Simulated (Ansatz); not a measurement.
Relaxed-ion elastic tensor of PbO$_{2}$ (rutile, space group No. 136) in GPa (Voigt order), DFT-PBE in the program Ansatz with PAW potentials; density 8.93 g/cm³, 14.82 Å³ per atom.

```
 119  93.2  98.4   0.0   0.0   0.0
93.2   119  98.4   0.0   0.0   0.0
98.4  98.4   236   0.0   0.0   0.0
 0.0   0.0   0.0  39.3   0.0   0.0
 0.0   0.0   0.0   0.0  39.3   0.0
 0.0   0.0   0.0   0.0   0.0   122
```

Problem. Is the crystal mechanically stable?

Solution. Yes: the smallest eigenvalue of C is 25.9 GPa.

Problem. Work out the Voigt, Reuss and Hill averages.

Solution. K_V = 117, K_R = 106, K_H = 111; G_V = 52.4, G_R = 31.4, G_H = 41.9 GPa.

Problem. Give Young's modulus, Poisson's ratio, Pugh's ratio and the universal anisotropy index.

Solution. E = 9KG/(3K + G) = 112 GPa; ν = 0.33; K/G = 2.66 (ductile by the Pugh limit of 1.75); A_U = 5G_V/G_R + K_V/K_R − 6 = 3.45.

Problem. Estimate the sound speeds and the Debye temperature.

Solution. v_l = √((K + 4G/3)/ρ) = 4330 m/s, v_t = √(G/ρ) = 2160 m/s, mean 2430 m/s; Θ = (h/k)(3n/4πV)^(1/3) v_m = 294 K.

Problem. How much does each axis shrink under pressure?

Solution. Linear compressibilities β_i = Σ_j S_ij (j = 1 to 3): x 4.5, y 4.5, z 0.50 per TPa.

Space group P4_2/mnm (rutile). The cell was relaxed with PBE under the symmetry of its start; of distortions, only those at the zone centre were tested. As this level gives no gap, shear constants depend on the k-mesh and smearing (Fermi–Dirac, 0.1 eV here). Scalar-relativistic: spin–orbit coupling is off unless named, which matters more the heavier the elements.

Potentials: the later of the program's two PAW sets.
